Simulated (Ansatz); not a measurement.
A geometry of AlCu away from equilibrium: step 14 of the relaxation of a generated trial cell of AlCu in the AFLOW prototype AB_oP4_59_a_b (as in CuTe). These are PBEsol (plane waves to 420 eV, PAW, scalar-relativistic; Ansatz, an electronic-structure program) values and carry that method's errors. Γ-centred k-mesh 12×9×6 on the run's cell (coarser than for final values), Fermi–Dirac smearing 0.05 eV.

```
CELL_PARAMETERS angstrom
      2.74570     0.00000     0.00000
      0.00000     4.23985     0.00000
      0.00000     0.00000     4.42863
ATOMIC_POSITIONS crystal
  Al 0.00000 0.00000 0.10551
  Al 0.50000 0.50000 0.89449
  Cu 0.00000 0.50000 0.40125
  Cu 0.50000 0.00000 0.59875
```

**Question.** Which atoms carry the largest force, and which way does it point?

**Answer.** No atom: all forces are below 0.005 eV/Å; only the cell is out of equilibrium.

**Question.** What is the pressure?

**Answer.** +2.6 GPa, compression positive.

No spin polarisation in the result.

The run could not lose the symmetry of its start; a randomly shaken copy of 8 atoms returns to this structure.

The end of the path is a generated cell of AlCu: the first start was made by placing the elements on the sites of a structure type, and the end was not matched to a known phase here, so it may be hypothetical.
